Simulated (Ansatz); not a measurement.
Consider the following.

BP (zinc blende), conventional cell a = b = c = 4.5483 Å, α = β = γ = 90.00°. The calculation uses the primitive cell of 2 atoms, to which meshes and values per cell refer.

This relaxed cell (volume V₀) is scaled evenly in all directions, its shape held. Symmetry pins the atoms to their sites.

Level of theory: PBE (plane waves to 420 eV, PAW, scalar-relativistic; Ansatz, a quantum-chemistry and plane-wave program). k mesh 12×12×12 (Γ-centred), Fermi-Dirac smearing 0.05 eV. E stands for the smeared free energy. Stress and pressure are positive under compression. BP was relaxed with its symmetry unable to fall. The PAW data are Ansatz's earlier set. ΔE is measured from the relaxed starting cell.

The scan covers V/V₀ from 0.900 to 1.100 in 9 points.

### Question
What is the fitted pressure derivative B₀′?

### Answer
3.8.

### Question
What bulk modulus B₀ follows from a third-order Birch-Murnaghan fit?

### Answer
162 GPa.

(A scan under strain: stresses follow from slopes of the energy per volume, elastic moduli from its curvatures.)
